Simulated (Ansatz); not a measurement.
IrPtN$_{2}$:
```cif
data_IrN2Pt
_chemical_formula_sum 'Ir1 Pt1 N2'
_space_group_name_H-M_alt 'P 1'
_space_group_IT_number 1
_cell_length_a 6.45001
_cell_length_b 6.45001
_cell_length_c 6.45001
_cell_angle_alpha 26.758
_cell_angle_beta 26.758
_cell_angle_gamma 26.758
loop_
_space_group_symop_operation_xyz
  'x, y, z'
loop_
_atom_site_label
_atom_site_type_symbol
_atom_site_fract_x
_atom_site_fract_y
_atom_site_fract_z
_atom_site_occupancy
Ir1 Ir 0.50000 0.50000 0.50000 1
Pt1 Pt 0.00000 0.00000 0.00000 1
N1 N 0.89388 0.89388 0.89388 1
N2 N 0.10612 0.10612 0.10612 1
```

Relaxed with PBE.

Q: Which orbitals make up the states near the Fermi level in the program Ansatz at the PBE level (PAW)?

A: Within 0.5 eV of the Fermi level: Ir 5d 44 %, N 2p 31 %, Pt 5d 19 %. Projections are on Löwdin-orthogonalised atomic valence shells; empty p or d shells of many metals are not among them.

Q: Tabulate the density of states.

A: States/eV per cell of 4 atoms, in 0.25 eV bins, energy from the Fermi level.

```
E (eV)  total  N 2p  Pt 5d  Ir 5d
------  -----  ----  -----  -----
-7.85    2.05  1.04   0.21   0.60
-7.60    1.41  0.74   0.16   0.39
-7.35    1.82  0.95   0.32   0.43
-7.10    3.86  1.99   0.51   1.14
-6.85    3.00  1.56   0.36   0.94
-6.60    2.57  1.26   0.22   1.00
-6.35    3.32  1.60   0.23   1.39
-6.10    2.44  1.18   0.17   1.01
-5.85    1.68  0.77   0.25   0.45
-5.60    2.77  1.32   0.45   0.66
-5.35    2.71  1.17   0.60   0.54
-5.10    2.39  1.28   0.42   0.50
-4.85    3.22  1.33   1.02   0.63
-4.60    3.08  0.84   1.52   0.45
-4.35    2.91  1.07   1.19   0.39
-4.10    2.85  1.07   1.10   0.46
-3.85    3.36  1.15   1.36   0.63
-3.60    2.73  0.93   1.17   0.49
-3.35    2.49  0.73   1.31   0.36
-3.10    2.07  0.40   1.26   0.32
-2.85    3.19  0.59   1.97   0.44
-2.60    2.75  0.45   1.58   0.53
-2.35    4.16  0.48   2.23   1.23
-2.10    4.16  0.37   2.39   1.23
-1.85    5.39  0.53   3.25   1.39
-1.60    4.74  1.00   2.18   1.31
-1.35    4.90  1.27   1.85   1.53
-1.10    2.87  0.62   1.19   0.89
-0.85    1.57  0.24   0.84   0.38
-0.60    3.02  0.46   0.95   1.43
-0.35    3.40  0.71   0.85   1.64
-0.10    3.58  1.13   0.40   1.85
0.15     3.32  1.10   0.66   1.28
0.40     3.01  1.29   0.55   1.01
0.65     2.30  0.95   0.54   0.64
0.90     0.54  0.09   0.25   0.05
1.15     0.51  0.07   0.27   0.02
1.40     0.82  0.13   0.42   0.05
1.65     1.21  0.23   0.58   0.11
1.90     0.00  0.00   0.00   0.00
2.15     0.00  0.00   0.00   0.00
2.40     0.00  0.00   0.00   0.00
2.65     0.19  0.03   0.02   0.08
2.90     0.87  0.14   0.07   0.29
3.15     1.59  0.37   0.12   0.53
3.40     1.86  0.54   0.12   0.64
3.65     2.06  0.73   0.10   0.76
3.90     2.56  1.12   0.09   1.00
4.15     3.11  1.36   0.10   1.26
4.40     3.06  1.37   0.11   1.24
4.65     1.24  0.54   0.05   0.47
```

Space group R-3m. The start of the workflow was typed in or built on a structure type; neither database checked (COD, Materials Project) lists it. Whether it is the stable phase at ambient conditions was not checked. The PBE relaxation kept the symmetry of its start; its stability against distortions is not shown here. The workflow began spin-polarised and lost its moments. Its formation energy is positive at this level, so the cell may be metastable or incomplete. Scalar-relativistic: spin–orbit coupling is off unless named, which matters more the heavier the elements.

Potentials: the earlier of the program's two PAW sets.
